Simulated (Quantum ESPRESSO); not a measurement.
# Moving one atom in Zr2Hf2S8

The results below are calculated, not measured. They come from pw.x of Quantum ESPRESSO 7.5, a plane-wave density functional program, with PseudoDojo standard norm-conserving files (v0.5 for PBE, v0.4.1 for LDA and PBEsol). The cells are made up: elements, strain and atom displacements were drawn at random, and nothing was relaxed. There is no spin polarisation, spin-orbit coupling or dispersion term.

The hafnium file is less sure than the others, with forces about 3 percent (worst 6) and pressure in oxides about 1.5 GPa (worst 2.7) from a second method in checks, which no rerun with the same files tests.

The cell has 12 sites of a 1T layered lattice (rectangular cell of two layers). Sites 1 to 4 hold Zr Zr Hf Hf; sites 5 to 12 hold S S S S S S S S. Cell vectors in Å: (3.746, 0.027, -0.025); (0.046, 6.322, 0.091); (-0.080, 0.169, 11.887). Settings: PBE, cutoff 898 eV, 6 x 4 x 2 k mesh shifted by half a step, Fermi-Dirac smearing of 0.025 eV.

Each run shifts the Zr atom on site 2 along y and leaves all else fixed. Site 7 is one of its nearest neighbours. E is the free energy of the cell above the lowest run shown. The last column is band 49 less band 48 at Gamma, from a band step after each run.

```
run,shift (Å),Fy on site 2 (eV/Å),Fy on site 7 (eV/Å),P (GPa),E (meV),level step at Gamma (eV)
1,-0.0988,2.080,-0.785,2.27,204.5,1.280
2,-0.0724,1.811,-0.786,2.21,153.1,1.263
4,0.0518,0.478,-0.671,2.10,9.6,1.184
5,0.0817,0.132,-0.609,2.12,0.4,1.172
6,0.1000,-0.085,-0.562,2.14,0.0,1.166
7,0.1320,-0.479,-0.465,2.19,9.0,1.160
3,-0.0009,?,?,?,?,?
```

A rerun of one of these cells at 1467 eV and k mesh 8 x 6 x 4 moved values by no more than 0.002 eV in the cell's energy, 0.06 GPa in stress and 0.003 eV/Å in force.

## Worked fit

A parabola through the six runs shown gives Fy on site 2 = 1.057 - 10.88 u - 5.6 u² eV/Å, with u in Å and a scatter of 0.004 eV/Å. Minus the slope, 10.88 ± 0.09 eV/Å², is this atom's force constant along y at u = 0, with its periodic images moving too. The fitted force vanishes at u = 0.093 Å, where the energy should be lowest along this line. The error is the larger of the fit's own and the change that a cubic makes, rounded up.

## Withheld run

Question: what Fy on site 2 should run 3 give?

The fit gives 1.067 eV/Å. The calculation gave 1.060 eV/Å.

```
run,shift (Å),Fy on site 2 (eV/Å),Fy on site 7 (eV/Å),P (GPa),E (meV),level step at Gamma (eV)
3,-0.0009,1.060,-0.746,2.11,50.3,1.214
```